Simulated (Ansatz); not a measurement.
BRh:
```
BRh
1.0
    3.33428     0.00000     0.00000
   -1.66714     2.88757     0.00000
    0.00000     0.00000     4.06105
B Rh
2 2
Direct
  0.00000   0.00000   0.00000
  0.00000   0.00000   0.50000
  0.66667   0.33333   0.75000
  0.33333   0.66667   0.25000
```

Relaxed with LDA. Special points in fractions of this cell's reciprocal vectors: Γ (0.000, 0.000, 0.000); M (0.500, 0.000, 0.000); K (0.333, 0.333, 0.000); A (0.000, 0.000, 0.500); L (0.500, 0.000, 0.500); H (0.333, 0.333, 0.500).

### Question
List the band energies nearest the Fermi level at these points for LDA in the plane-wave PAW code Ansatz.

### Answer
In eV from the Fermi level; about four levels below and three above (degenerate sets whole), none deeper than 8.9 eV; points with the same levels are listed once.

```csv
k,below,above
Γ,-3.07 -3.07 -2.47 -0.12,5.83 5.83 6.36
M,-2.09 -1.33 -0.85 -0.50,1.19 3.25 4.93
K,-1.64 -1.64 -0.87 -0.77,0.97 4.84 5.82 5.82
A,-1.88 -1.88 -1.88 -1.88,4.53 4.53 4.65 4.65 4.65 4.65
L,-2.78 -2.78 -1.97 -1.97,0.78 0.78 4.19 4.19
H,-2.49 -2.49 -2.03 -2.03,1.00 1.00 2.36 2.36
```

Space group P6_3/mmc (NiAs type). The first step of the workflow began from a Materials Project structure, measured or hypothetical; the Crystallography Open Database copy checked does not list it. Whether it is the stable phase at ambient conditions was not checked. Symmetry was held in the LDA relaxation; whether a distortion lowers the energy is not shown. The run is not spin-polarised. Spin–orbit coupling is left out wherever it is not named.

Potentials: the later of the program's two PAW sets.
